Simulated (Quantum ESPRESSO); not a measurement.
# Mo6Mg2: input and log of a self-consistent run

Computed values, not a measurement. The program is pw.x of Quantum ESPRESSO 7.5 (plane-wave density functional theory). The cell is made up: eight metal atoms on a hexagonal close-packed lattice, with elements, volume, strain and displacements drawn at random and not relaxed, so it may be unstable or far from any real phase. PseudoDojo standard norm-conserving files set the functional (PBE unless stated); there is no spin polarisation or spin-orbit coupling, the Fermi-Dirac width of 0.25 eV means electrons at about 2900 K, and the masses in the input are unused placeholders. A spin test at this wide smearing found no moment, but such smearing suppresses magnetism that the real alloy may have.

Input:

```
&control calculation='scf', pseudo_dir='./dojo.nc.sr.pbe.v0_5.standard.upf', outdir='./o', disk_io='minimal', tprnfor=.true., tstress=.true. /
&system ibrav=0, nat=8, ntyp=2, nbnd=68, ecutwfc=84.00895049, nosym=.true., tot_charge=0,
 occupations='smearing', smearing='fd', degauss=0.0183746611
/
&electrons conv_thr=1.470e-08, electron_maxstep=70, mixing_beta=0.5 /
ATOMIC_SPECIES
Mg 1.0 Mg.upf
Mo 1.0 Mo.upf
CELL_PARAMETERS angstrom
2.9296 0.0 0.0
1.4648 -2.5371 -4.8294
1.4648 7.6113 -4.8294
ATOMIC_POSITIONS angstrom
Mo -0.0854 0.0039 0.0122
Mo 1.4403 2.6078 -4.859
Mo 1.3154 -0.877 -2.3272
Mo 2.9844 1.7675 -7.3339
Mg 3.1871 5.1526 -4.9637
Mo 3.0161 -0.026 -4.9765
Mg 2.7528 1.6738 -2.5121
Mo 4.3785 4.0224 -7.0511
K_POINTS automatic
8 4 3 1 1 1
```

The log is shortened where brackets say so; the opening notice, blank lines, dates and the lines on written files are dropped, and the path of the files is cut. It prints rydbergs, bohrs and kilobars, and counts compression as positive stress. Its total energy is the free energy E - TS of the whole cell.

```
     Program PWSCF v.7.5
     Parallel version (MPI & OpenMP), running on       4 processor cores
     Number of MPI processes:                 4
     Threads/MPI process:                     1
     [start-up lines left out]
     bravais-lattice index     =            0
     lattice parameter (alat)  =       5.5361  a.u.
     unit-cell volume          =     968.9373 (a.u.)^3
     number of atoms/cell      =            8
     number of atomic types    =            2
     number of electrons       =       104.00
     number of Kohn-Sham states=           68
     kinetic-energy cutoff     =      84.0090  Ry
     charge density cutoff     =     336.0358  Ry
     scf convergence threshold =      1.5E-08
     mixing beta               =       0.5000
     number of iterations used =            8  plain     mixing
     Exchange-correlation= PBE
                           (   1   4   3   4   0   0   0)
     [axes and pseudopotential details left out]
   Cartesian axes
     site n.     atom                  positions (alat units)
         1        Mo     tau(   1) = (  -0.0291507   0.0013312   0.0041644  )
         2        Mo     tau(   2) = (   0.4916371   0.8901557  -1.6585882  )
         3        Mo     tau(   3) = (   0.4490033  -0.2993583  -0.7943747  )
         4        Mo     tau(   4) = (   1.0187056   0.6033247  -2.5033793  )
         5        Mg     tau(   5) = (   1.0878960   1.7588067  -1.6943269  )
         6        Mo     tau(   6) = (   1.0295262  -0.0088749  -1.6986961  )
         7        Mg     tau(   7) = (   0.9396505   0.5713408  -0.8574891  )
         8        Mo     tau(   8) = (   1.4945726   1.3730202  -2.4068474  )
     number of k points=    48  Fermi-Dirac smearing, width (Ry)=  0.0184
                       cart. coord. in units 2pi/alat
        k(    1) = (   0.0625000   0.0120282  -0.0631894), wk =   0.0416667
        k(    2) = (   0.0625000  -0.1804225   0.0379136), wk =   0.0416667
     [further k points left out]
     Dense  grid:   100765 G-vectors     FFT dimensions: (  36,  64, 108)
     Estimated max dynamical RAM per process >     312.05 MB
     Estimated total dynamical RAM >       1.15 GB
     Initial potential from superposition of free atoms
     starting charge     103.9898, renormalised to     104.0000
     Starting wfcs are   70 randomized atomic wfcs
     total cpu time spent up to now is        4.5 secs
     per-process dynamical memory:   248.0 Mb
     Self-consistent Calculation
     iteration #  1     ecut=    84.01 Ry     beta= 0.50
     Davidson diagonalization with overlap
     ethr =  1.00E-02,  avg # of iterations =  4.2
     Threshold (ethr) on eigenvalues was too large:
     Diagonalizing with lowered threshold
     Davidson diagonalization with overlap
     ethr =  8.79E-04,  avg # of iterations =  2.1
     total cpu time spent up to now is       24.5 secs
     total energy              =   -1080.33360482 Ry
     estimated scf accuracy    <       1.01659382 Ry
     iteration #  2     ecut=    84.01 Ry     beta= 0.50
     Davidson diagonalization with overlap
     ethr =  9.77E-04,  avg # of iterations =  3.2
     total cpu time spent up to now is       35.7 secs
     total energy              =   -1078.97827528 Ry
     estimated scf accuracy    <      26.51664766 Ry
     iteration #  3     ecut=    84.01 Ry     beta= 0.50
     Davidson diagonalization with overlap
     ethr =  9.77E-04,  avg # of iterations =  2.7
     total cpu time spent up to now is       46.0 secs
     total energy              =   -1080.17897025 Ry
     estimated scf accuracy    <       7.46961136 Ry
     iteration #  4     ecut=    84.01 Ry     beta= 0.50
     Davidson diagonalization with overlap
     ethr =  9.77E-04,  avg # of iterations =  2.6
     total cpu time spent up to now is       56.2 secs
     total energy              =   -1080.06853871 Ry
     estimated scf accuracy    <      13.22934785 Ry
     iteration #  5     ecut=    84.01 Ry     beta= 0.50
     Davidson diagonalization with overlap
     ethr =  9.77E-04,  avg # of iterations =  2.1
     total cpu time spent up to now is       65.3 secs
     total energy              =   -1080.55615417 Ry
     estimated scf accuracy    <       0.83482038 Ry
     [iterations 6 to 15 left out]
     iteration # 16     ecut=    84.01 Ry     beta= 0.50
     Davidson diagonalization with overlap
     ethr =  1.48E-08,  avg # of iterations =  1.0
     total cpu time spent up to now is      166.6 secs
     total energy              =   -1080.61521048 Ry
     estimated scf accuracy    <       0.00000061 Ry
     iteration # 17     ecut=    84.01 Ry     beta= 0.50
     Davidson diagonalization with overlap
     ethr =  5.86E-10,  avg # of iterations =  2.1
     total cpu time spent up to now is      175.7 secs
     total energy              =   -1080.61521052 Ry
     estimated scf accuracy    <       0.00000101 Ry
     iteration # 18     ecut=    84.01 Ry     beta= 0.50
     Davidson diagonalization with overlap
     ethr =  5.86E-10,  avg # of iterations =  1.0
     total cpu time spent up to now is      183.5 secs
     total energy              =   -1080.61521058 Ry
     estimated scf accuracy    <       0.00000003 Ry
     iteration # 19     ecut=    84.01 Ry     beta= 0.50
     Davidson diagonalization with overlap
     ethr =  3.00E-11,  avg # of iterations =  2.4
     total cpu time spent up to now is      193.0 secs
     total energy              =   -1080.61521058 Ry
     estimated scf accuracy    <       0.00000007 Ry
     iteration # 20     ecut=    84.01 Ry     beta= 0.50
     Davidson diagonalization with overlap
     ethr =  3.00E-11,  avg # of iterations =  1.4
     total cpu time spent up to now is      201.3 secs
     End of self-consistent calculation
     [lines on levels left out]
!    total energy              =   -1080.61521058 Ry
     estimated scf accuracy    <       0.00000001 Ry
     smearing contrib. (-TS)   =      -0.14666111 Ry
     internal energy E=F+TS    =   -1080.46854947 Ry
     The total energy is F=E-TS. E is the sum of the following terms:
     one-electron contribution =    -343.06806132 Ry
     hartree contribution      =     208.68784929 Ry
     xc contribution           =    -154.87103918 Ry
     ewald contribution        =    -791.21729826 Ry
     convergence has been achieved in  20 iterations
     Forces acting on atoms (cartesian axes, Ry/au):
     atom    1 type  2   force =     0.01608099    0.05710072    0.01420771
     atom    2 type  2   force =     0.00041770   -0.01182243   -0.00993433
     atom    3 type  2   force =    -0.01047015   -0.02403238   -0.03694084
     atom    4 type  2   force =     0.00295815   -0.01462524    0.00929274
     atom    5 type  1   force =    -0.03802659   -0.00508454    0.04927413
     atom    6 type  2   force =    -0.00340766    0.00335385    0.03824017
     atom    7 type  1   force =     0.02067587   -0.00532489   -0.00686342
     atom    8 type  2   force =     0.01177168    0.00043492   -0.05727618
     Total force =     0.125011     Total SCF correction =     0.000307
     Computing stress (Cartesian axis) and pressure
          total   stress  (Ry/bohr**3)                   (kbar)     P=     -100.65
  -0.00085274  -0.00009019  -0.00003229         -125.44      -13.27       -4.75
  -0.00009019  -0.00064485   0.00004563          -13.27      -94.86        6.71
  -0.00003229   0.00004563  -0.00055498           -4.75        6.71      -81.64
     init_run     :      4.24s CPU      4.38s WALL (       1 calls)
     electrons    :    192.78s CPU    196.83s WALL (       1 calls)
     forces       :      1.20s CPU      1.20s WALL (       1 calls)
     stress       :      3.95s CPU      3.95s WALL (       1 calls)
     [timing details left out]
     PWSCF        :   3m22.25s CPU   3m26.49s WALL
     JOB DONE.
```

In other units: free energy -14702.519 eV for the cell, pressure -10.06 GPa, largest force component 1.473 eV/Å in size. The run took 208 s of wall time with four MPI processes on a shared machine (AMD EPYC, Zen 5, virtual cores), so the time is rough. A rerun of this cell at a higher cutoff and on a denser mesh moved values by no more than 0.002 eV in energy, 0.04 GPa in stress and 0.006 eV/Å in force, and a second program with other atomic files agreed on that cell to 2 % rms in force and 0.5 GPa in pressure.